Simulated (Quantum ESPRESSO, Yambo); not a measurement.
At a photon energy of 13.38 eV, RPA with local fields on PBEsol bands shifted by a G0W0 scissor of 5.09 eV (Quantum ESPRESSO and Yambo; 8×8×8 mesh, 54 bands, 4 Ry local-field block, 0.2 eV broadening) gives ε = 1.54 + 1.44i for ScF3 (space group R32, No. 155, within 0.06 Å of Pm-3m), field along x. Axes are Cartesian, with cell vectors (Å) (2.84, 1.64, 2.32), (-2.84, 1.64, 2.32), (0.00, -3.28, 2.32).

### Question
Work out n, κ, the normal-incidence reflectivity, the absorption coefficient and the penetration depth.

### Answer
|ε| = 2.11; n = √((|ε| + ε1)/2) = 1.35, κ = √((|ε| − ε1)/2) = 0.53. R = ((n − 1)² + κ²)/((n + 1)² + κ²) = 0.07. α = 2Eκ/(ħc) with ħc = 197.327 eV nm: 0.0723 per nm = 7.2 × 10⁵ per cm, a 1/e depth of 14 nm. The computed direct gap is 11.93 eV, and the energy scale of the real crystal may differ from it. Excitonic effects are left out, and values at one energy depend on mesh and broadening. The scissor comes from a G0W0 run whose convergence isn't established. Convergence of the RPA response with its 8×8×8 mesh was not tested.

Geometry relaxed with PBEsol; primitive cell a = b = c = 4.0168 Å, α = β = γ = 90.02°.
